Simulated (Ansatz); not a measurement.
## Elastic constants of Cu3Pd at 8 GPa (stress–strain coefficients): input and output

These are results of Ansatz 0.2.0, DFT LDA, scalar-relativistic, plane waves, PAW, not measurements.

Launched with:
```bash
ansatz run input.yaml --threads 1 --pin off --max-ram 3072MiB --backend cpu --events-out ev --progress --plain --runs-dir out
```

Input (bare energies are in eV):
```yaml
crystal:
  lattice:
    - [3.5686703778, 0.0, 0.0]
    - [0.0, 3.5686703778, 0.0]
    - [0.0, 0.0, 3.5686703778]
  atoms:
    - { symbol: Cu, position: [0.0, 0.5, 0.5] }
    - { symbol: Cu, position: [0.5, 0.0, 0.5] }
    - { symbol: Cu, position: [0.5, 0.5, 0.0] }
    - { symbol: Pd, position: [0.0, 0.0, 0.0] }
basis:
  ecutwfc: 420
kpoints:
  mp_grid: { grid: [12, 12, 12] }
hamiltonian:
  xc: lda
scf:
  occupations: { method: fermi_dirac, width: 0.15 }
output:
  forces: true
  stress: true
  eigenvalues: true
elastic:
  mode: relaxed_ion
  amplitude: 0.005
  stencil: two_point
```

From the output:
```
--- Elastic constants: 2 strain directions × 2 members + reference (group order 48) ---
  dense FFT box of the reference and of every strained cell: 24×24×24
  strains applied: 11, 23; error gains: componentwise 1.00 (the most a stress slope's error grows in a printed constant), spectral 1.73 (1 for all six strains in a standard setting)
  C = ∂σ_k/∂η_j (tension-positive GPa; Voigt order 11 22 33 23 13 12):
       290.300    211.598    211.598     -0.000     -0.000     -0.000
       211.598    290.300    211.598     -0.000     -0.000     -0.000
       211.598    211.598    290.300     -0.000     -0.000     -0.000
         0.000     -0.000     -0.000    112.891     -0.000      0.000
         0.000      0.000     -0.000      0.000    112.891      0.000
        -0.000     -0.000     -0.000      0.000      0.000    112.891
  reference stress σ⁰ (GPa):     -8.008     -8.008     -8.008     -0.000     -0.000      0.000
  C* (energy form; C + prestress term) asymmetry max|C*_kj − C*_jk| = 1.137e-13 GPa — a small one proves nothing (zero by symmetry where the batch's group is 432, −43m or m−3m); a large one is finite-difference/SCF noise where every solve ...
  moduli (Voigt/Reuss/Hill, GPa): K = 237.83/237.83/237.83   G = 83.48/64.60/74.04   E = 201.23   ν = 0.359
  mechanically stable: yes (min eigenvalue of sym C = 78.70 GPa)
  strain η (Voigt 11):  stress-route row diagonal C_11 = 290.30 GPa, energy-path curvature d²(F+E_count+ΔE)/dδ²/Ω₀ = 290.26 GPa
         δ    σ_11 (GPa) F (eV) n_scf n_hpsi n_pw
    -5.000e-3      -9.4757      -26512.1188362      13  204061    912   relax 0 steps, max|allowed force component| 7.57e-29 eV/Å
     5.000e-3      -6.5727      -26512.1415662       9  151943    920   relax 0 steps, max|allowed force component| 2.78e-29 eV/Å
  strain η (Voigt 23):  stress-route row diagonal C_44 = 112.89 GPa, energy-path curvature d²(F+E_count+ΔE)/dδ²/Ω₀ = 116.85 GPa
         δ    σ_23 (GPa) F (eV) n_scf n_hpsi n_pw
    -5.000e-3      -0.5645      -26512.1308185      10  252872    912   relax 0 steps, max|allowed force component| 1.16e-28 eV/Å
     5.000e-3       0.5645      -26512.1308185       8  211486    912   relax 0 steps, max|allowed force component| 1.55e-28 eV/Å
```

The run took 2.2 min on 1 thread of Arm Neoverse V1, on a shared host, peak memory 0.7 GiB.

In a metal, frequencies and elastic constants depend on the k mesh and the smearing, soft modes and shear constants most. Other phases may be more stable at this pressure.